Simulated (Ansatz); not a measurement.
An Ansatz (a program for electronic structure) run. Input:

Ansatz 0.2 input:
```yaml
crystal:
  lattice:
    - [0.0, 3.058570312, 3.058570312]
    - [3.058570312, 0.0, 3.058570312]
    - [3.058570312, 3.058570312, 0.0]
  atoms:
    - { symbol: Y, position: [0.5, 0.5, 0.5] }
    - { symbol: Sb, position: [0.0, 0.0, 0.0] }
kpoints:
  mp_grid: { grid: [9, 9, 9] }
  band_path:
    path:
      - [[0.0, 0.0, 0.0], [0.5, 0.0, 0.5], [0.625, 0.25, 0.625]]  # Γ-X-U
      - [[0.375, 0.375, 0.75], [0.0, 0.0, 0.0], [0.5, 0.5, 0.5], [0.5, 0.25, 0.75], [0.5, 0.0, 0.5]]  # K-Γ-L-W-X
    npoints: 12
basis: { xc_grid: 2 }
hamiltonian:
  xc: pbesol
  pseudopotentials: { kind: paw }
magnetization: { noncollinear: true, spin_orbit: true }
scf:
  n_extra_bands: 12
  convergence: { dr2_threshold: 0.0000000001 }
  occupations: { method: gaussian, width: 0.05 }
output: { eigenvalues: true }
```

Output (shortened):

```
Pseudopotential: Y, paw_fr, valence charge 11
Pseudopotential: Sb, paw_fr, valence charge 15
Functional definition: PBEsol
non-collinear run that drives no moment, with spin-orbit …
Crystal: 2 atoms, lattice volume = 57.225 Å³
Basis set: ecut = 420 eV, 1139 PW (Γ), exchange–correlation on 60×60×60 points (8 copies of the dense FFT grid, shifted against one another)
Bands: 38, of which v1, the nominal top of the filled ones, is band 26 counted from 1 (25 counted from 0)
Symmetry: 48 space group operations + 48 with time reversal
k-points: 35 of 729
Projection manifold: j_resolved (fully-relativistic pseudo-atomic orbitals)
SCF iter   1: F=—  HF=-10208.832360 eV  |F-HF|=—  |Δ(HF+E_count)|=         —  Δρ=2.92e-2  dr2=5.80e-1  dr2_m=0.00e0 (ungated)  ethr=3.10e-3  |M|=0.00e0 ∫|m|=0.00e0 μB  |m|>n=0.0e0 m-floor=0.0e0 τ_xc=0.0e0  β_m=0.30  ⟨swp⟩=7.6  Hψ=3551  notcnv=0  defer=18
preconditioner: auto → none
SCF iter   2: F=—  HF=-10208.656198 eV  |F-HF|=—  |Δ(HF+E_count)|=   1.76e-1  Δρ=1.55e-2  dr2=9.90e-2  dr2_m=0.00e0 (ungated)  ethr=2.23e-3  |M|=0.00e0 ∫|m|=0.00e0 μB  |m|>n=0.0e0 m-floor=0.0e0 τ_xc=0.0e0  β_m=0.37  ⟨swp⟩=3.4  Hψ=1359  notcnv=0  defer=176
SCF iter   3: F=—  HF=-10208.649036 eV  |F-HF|=—  |Δ(HF+E_count)|=   7.16e-3  Δρ=7.55e-3  dr2=2.07e-2  dr2_m=0.00e0 (ungated)  ethr=3.81e-4  |M|=0.00e0 ∫|m|=0.00e0 μB  |m|>n=0.0e0 m-floor=0.0e0 τ_xc=0.0e0  β_m=0.56  ⟨swp⟩=2.0  Hψ=1115  notcnv=0  defer=176
SCF iter   4: F=—  HF=-10208.653405 eV  |F-HF|=—  |Δ(HF+E_count)|=   4.37e-3  Δρ=1.04e-3  dr2=2.88e-4  dr2_m=0.00e0 (ungated)  ethr=7.97e-5  |M|=0.00e0 ∫|m|=0.00e0 μB  |m|>n=0.0e0 m-floor=0.0e0 τ_xc=0.0e0  β_m=0.60  ⟨swp⟩=2.2  Hψ=903  notcnv=0  defer=176
SCF iter   5: F=—  HF=-10208.653516 eV  |F-HF|=—  |Δ(HF+E_count)|=   1.11e-4  Δρ=1.70e-4  dr2=5.97e-6  dr2_m=0.00e0 (ungated)  ethr=1.11e-6  |M|=0.00e0 ∫|m|=0.00e0 μB  |m|>n=0.0e0 m-floor=0.0e0 τ_xc=0.0e0  β_m=0.67  ⟨swp⟩=2.2  Hψ=770  notcnv=0  defer=176
SCF iter   6: F=—  HF=-10208.653518 eV  |F-HF|=—  |Δ(HF+E_count)|=   1.46e-6  Δρ=1.92e-5  dr2=9.02e-8  dr2_m=0.00e0 (ungated)  ethr=2.30e-8  |M|=0.00e0 ∫|m|=0.00e0 μB  |m|>n=0.0e0 m-floor=0.0e0 τ_xc=0.0e0  β_m=0.78  ⟨swp⟩=2.6  Hψ=1051  notcnv=0  defer=176
SCF iter   7: F=—  HF=-10208.653518 eV  |F-HF|=—  |Δ(HF+E_count)|=   1.26e-7  Δρ=1.54e-6  dr2=9.81e-10  dr2_m=0.00e0 (ungated)  ethr=3.47e-10  |M|=0.00e0 ∫|m|=0.00e0 μB  |m|>n=0.0e0 m-floor=0.0e0 τ_xc=0.0e0  β_m=0.81  ⟨swp⟩=3.0  Hψ=1119  notcnv=0  defer=176
SCF iter   8: F=-10208.653518 eV  HF=-10208.653518 eV  |F-HF|=7.28e-12  |Δ(HF+E_count)|=  3.75e-10  Δρ=1.40e-7  dr2=3.39e-12  dr2_m=0.00e0 (ungated)  ethr=1.00e-12  |M|=0.00e0 ∫|m|=0.00e0 μB  |m|>n=0.0e0 m-floor=0.0e0 τ_xc=0.0e0  ⟨swp⟩=9.4  Hψ=2514  notcnv=0
SCF 1 converged in 8 iterations: F = -10208.653518 eV  dr2 = 3.39e-12
NSCF: frozen V_eff on 74 k-points
SCF converged after 8 iterations
Magnetization: |M| = 0.0000 μB,  M = (+0.0000, +0.0000, +0.0000) μB
Absolute magnetization: 0.0000 μB (∫|m|)
  site 0: m = (+0.0000, +0.0000, +0.0000) μB, |m| = 0.0000 μB  (R = 1.26 Å)
  site 1: m = (+0.0000, +0.0000, +0.0000) μB, |m| = 0.0000 μB  (R = 1.26 Å)
Free energy (F): -10208.653518 eV
Harris-Foulkes:  -10208.653518 eV  (|F-HF|=7.28e-12)
Internal energy: -10208.652901 eV  (E = F + TS)
E sigma→0 (E₀):  -10208.653209 eV
Entropy (-TS):   -0.000617 eV (-0.309 meV/atom)
Fermi energy:    10.456952 eV
--- Per-component energies (eV) ---
  E_band       = -261.610214
  E_kinetic    = 514.903029
  E_local      = -2178.880190  (includes V_loc(G=0)·N_el)
  E_nonlocal   = 416.837431
  E_hartree    = 917.241175
  E_xc         = -310.797214
  E_vxc        = -296.890500  (∫ρ·V_xc dr)
  E_paw        = -7278.046748  (= ΣΔE_a)
  E_vpaw       = -552.062354  (= ΣTr[D̂ρ^β])
  E_aug_tail   = 0.000001  (compensation charges beyond the density's cutoff)
  E_ewald      = -2290.395080
  E_core_change = 0.484696  (= ΣΔE_core)
  E_smearing   = -0.000617  (= −TS)
  E_closure    = 0.000000  (closes the sum)
  Σ components = -10208.653518   (vs F -10208.653518, Δ=0.00e0)
  [band-id]    e_kinetic+e_local+e_nonlocal+2·e_hartree+e_vxc+e_vpaw+e_augmentation_tail = -261.610234   (vs E_band -261.610214, Δ=-2.02e-5)
--- Band table (eV; the first three rows and the last of 35) ---
  k-point 0: bands = ["-32.2910", "-32.2910", "-18.2925", "-18.2925", "-18.2925", "-18.2925", "-17.0596", "-17.0596", "-17.0596", "-17.0596", "-17.0372", "-17.0372", "-13.2869", "-13.2869", "-11.8381", "-11.8381", "-11.8381", "-11.8381", "0.3549", "0.3549", …
  k-point 1: bands = ["-32.2902", "-32.2902", "-18.2928", "-18.2928", "-18.2925", "-18.2925", "-17.0607", "-17.0607", "-17.0598", "-17.0598", "-17.0369", "-17.0369", "-13.2895", "-13.2895", "-11.8482", "-11.8482", "-11.8370", "-11.8370", "0.4915", "0.4915", …
  k-point 2: bands = ["-32.2884", "-32.2884", "-18.2936", "-18.2936", "-18.2925", "-18.2925", "-17.0636", "-17.0636", "-17.0602", "-17.0602", "-17.0362", "-17.0362", "-13.2966", "-13.2966", "-11.8731", "-11.8731", "-11.8341", "-11.8341", "0.8732", "0.8732", …
  k-point 34: bands = ["-32.2835", "-32.2835", "-18.2926", "-18.2926", "-18.2890", "-18.2890", "-17.0623", "-17.0623", "-17.0560", "-17.0560", "-17.0334", "-17.0334", "-13.3298", "-13.3298", "-11.9129", "-11.9129", "-11.8811", "-11.8811", "1.7943", "1.7943", …
```

Cost: about 21 core-seconds (a rough figure) on shared cores.

Space group Fm-3m (rock salt). The workflow started from a Materials Project entry (that database holds measured and hypothetical structures alike); the Crystallography Open Database files this formula in space group No. 225, but the cells were not matched. Its standing as an ambient phase is unchecked. The PBEsol relaxation kept the symmetry of its start; of distortions, only those at the zone centre were tested. The run is not spin-polarised.

Potentials: the later of the program's two PAW sets.

Ansatz is a plane-wave DFT program.
